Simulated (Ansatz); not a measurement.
**Elastic constants of SrC2 at 15 GPa (stress–strain coefficients): input and output**

The calculation used DFT LDA, scalar-relativistic, plane waves, PAW in Ansatz.

Launched with:
```bash
ansatz run input.yaml --threads 1 --pin off --max-ram 3072MiB --backend cpu --events-out ev --progress --plain --runs-dir out
```

Input (bare energies are in eV):
```yaml
crystal:
  lattice:
    - [-1.8653768792, 1.8653768792, 3.2076141553]
    - [1.8653768792, -1.8653768792, 3.2076141553]
    - [1.8653768792, 1.8653768792, -3.2076141553]
  atoms:
    - { symbol: Sr, position: [0.0, 0.0, 0.0] }
    - { symbol: C, position: [0.4031225569, 0.4031225569, 0.0] }
    - { symbol: C, position: [0.5968774431, 0.5968774431, 0.0] }
basis:
  ecutwfc: 420
kpoints:
  mp_grid: { grid: [14, 14, 14] }
hamiltonian:
  xc: lda
scf:
  occupations: { method: fixed }
output:
  forces: true
  stress: true
  eigenvalues: true
elastic:
  mode: relaxed_ion
  stencil: two_point
```

From the output:
```
--- Elastic constants: 4 strain directions × 2 members + reference (group order 16) ---
  dense FFT box of the reference and of every strained cell: 30×30×30
  strains applied: 11, 33, 23, 12; error gains: componentwise 1.00 (the most a stress slope's error grows in a printed constant), spectral 1.41 (1 for all six strains in a standard setting)
  reference relaxed by the batch: 2 steps; max|allowed force component| 3.75e-4 eV/Å at the deck's positions, 4.90e-5 at the last accepted step, 4.87e-5 by the solve of record
  largest displacement 2.0e-6 Å; the constants are those of the deck's cell at these positions:
  atoms:
    - { symbol: Sr, position: [-4.301923215138713e-36, -1.455154935198898e-35, -1.8853472567127692e-35] }
    - { symbol: C, position: [0.4031222479136292, 0.4031222479136292, -5.6215927756420797e-36] }
    - { symbol: C, position: [0.5968777520863708, 0.5968777520863708, 2.447506534276977e-35] }
  C = ∂σ_k/∂η_j (tension-positive GPa; Voigt order 11 22 33 23 13 12):
       173.780    121.743     27.334      0.000      0.000      0.000
       121.743    173.780     27.334     -0.000      0.000      0.000
        27.311     27.311    390.053     -0.000      0.000      0.000
         0.000      0.000      0.000     -5.123      0.000      0.000
        -0.000     -0.000      0.000      0.000     -5.123      0.000
         0.000      0.000      0.000      0.000      0.000    108.813
  reference stress σ⁰ (GPa):    -14.996    -14.996    -14.996     -0.000     -0.000     -0.000
  C* (energy form; C + prestress term) asymmetry max|C*_kj − C*_jk| = 2.361e-2 GPa — a small one proves nothing (zero by symmetry where the batch's group is 432, −43m or m−3m); a large one is finite-difference/SCF noise where every solve ...
  moduli (Voigt/Reuss/Hill, GPa): K = 121.15/117.74/119.45   G = 57.13/-14.87/21.13   E = 59.86   ν = 0.416
  mechanically stable: NO (min eigenvalue of sym C = -5.12 GPa)
  the stresses are not corrected for the forces that the relaxations left standing (`elastic.f_tol`)
  strain η (Voigt 11):  stress-route row diagonal C_11 = 173.78 GPa, energy-path curvature d²(F+E_count+ΔE)/dδ²/Ω₀ = 173.85 GPa
         δ    σ_11 (GPa) F (eV) n_scf n_hpsi n_pw
    -2.000e-3     -15.3451       -3929.5904120       2   59109    902   relax 2 steps, max|allowed force component| 1.16e-6 eV/Å
     2.000e-3     -14.6500       -3929.6071403       2   59011    902   relax 3 steps, max|allowed force component| 9.45e-9 eV/Å
  strain η (Voigt 33):  stress-route row diagonal C_33 = 390.05 GPa, energy-path curvature d²(F+E_count+ΔE)/dδ²/Ω₀ = 390.05 GPa
         δ    σ_33 (GPa) F (eV) n_scf n_hpsi n_pw
    -2.000e-3     -15.7857       -3929.5902924       2   33690    890   relax 5 steps, max|allowed force component| 2.16e-7 eV/Å
     2.000e-3     -14.2255       -3929.6070122       2   33658    902   relax 4 steps, max|allowed force component| 6.81e-7 eV/Å
  strain η (Voigt 23):  stress-route row diagonal C_44 = -5.12 GPa, energy-path curvature d²(F+E_count+ΔE)/dδ²/Ω₀ = 2.38 GPa
         δ    σ_23 (GPa) F (eV) n_scf n_hpsi n_pw
    -2.000e-3       0.0102       -3929.5988715       2  102656    898   relax 3 steps, max|allowed force component| 7.16e-6 eV/Å
     2.000e-3      -0.0102       -3929.5988715       2  102665    898   relax 3 steps, max|allowed force component| 7.17e-6 eV/Å
  strain η (Voigt 12):  stress-route row diagonal C_66 = 108.81 GPa, energy-path curvature d²(F+E_count+ΔE)/dδ²/Ω₀ = 116.24 GPa
         δ    σ_12 (GPa) F (eV) n_scf n_hpsi n_pw
    -2.000e-3      -0.2176       -3929.5988028       2   59179    902   relax 2 steps, max|allowed force component| 8.31e-6 eV/Å
     2.000e-3       0.2176       -3929.5988028       2   59225    902   relax 2 steps, max|allowed force component| 8.33e-6 eV/Å
```

Time: 5 min on 1 thread of Intel(R) Xeon(R) Platinum 8488C (Sapphire Rapids) (shared host), peak memory 0.7 GiB.

Other phases may be more stable at this pressure. The bands were filled as in an insulator; under compression the gap may have closed between mesh points.

As the tensor has a negative eigenvalue, the Reuss and Hill moduli of a polycrystal, and E and ν formed from them, have no physical meaning here.